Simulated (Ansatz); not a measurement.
Data:

CsSnI$_{3}$:
```
CELL_PARAMETERS angstrom
     10.60746     0.00000     0.00000
      0.00000     4.77404     0.00000
      0.00000     0.00000    17.94737
ATOMIC_POSITIONS crystal
  Cs 0.91577 0.75000 0.66952
  Cs 0.58423 0.25000 0.16952
  Cs 0.41577 0.75000 0.83048
  Cs 0.08423 0.25000 0.33048
  I  0.52755 0.75000 0.61594
  I  0.97245 0.25000 0.11594
  I  0.02755 0.75000 0.88406
  I  0.47245 0.25000 0.38406
  I  0.16711 0.75000 0.50106
  I  0.33289 0.25000 0.00106
  I  0.66711 0.75000 0.99894
  I  0.83289 0.25000 0.49894
  I  0.20604 0.25000 0.70801
  I  0.29396 0.75000 0.20801
  I  0.70604 0.25000 0.79199
  I  0.79396 0.75000 0.29199
  Sn 0.34248 0.25000 0.56193
  Sn 0.15752 0.75000 0.06193
  Sn 0.84248 0.25000 0.93807
  Sn 0.65752 0.75000 0.43807
```

This is the r²SCAN-relaxed structure. x, y and z are the axes in which the lattice vectors are written.

### Question
All from plane-wave PAW r²SCAN (Ansatz code), unless another level is named. Estimate the formation energy from the elements (no fitted shifts).

### Answer
-1.07 eV/atom.

### Question
Predict the smallest direct gap on the standard path.

### Answer
2.45 eV.

### Question
Give the band gap.

### Answer
2.36 eV (indirect).

### Question
Next, the valence-band maximum?

### Answer
on the Y–Γ line, 62 % of the way from Y (k = 0.000, 0.188, 0.000 in fractions of the reciprocal vectors).

### Question
What about the conduction-band minimum?

### Answer
on the Γ–X line, 93 % of the way from Γ (k = 0.464, 0.000, 0.000 in fractions of the reciprocal vectors) (2 equivalent valleys).

Space group Pnma. Symmetry was held in the r²SCAN relaxation. The references are the lowest solids computed at this level, not always the standard phases. Spin–orbit coupling is left out wherever it is not named.

Potentials: the later of the program's two PAW sets.
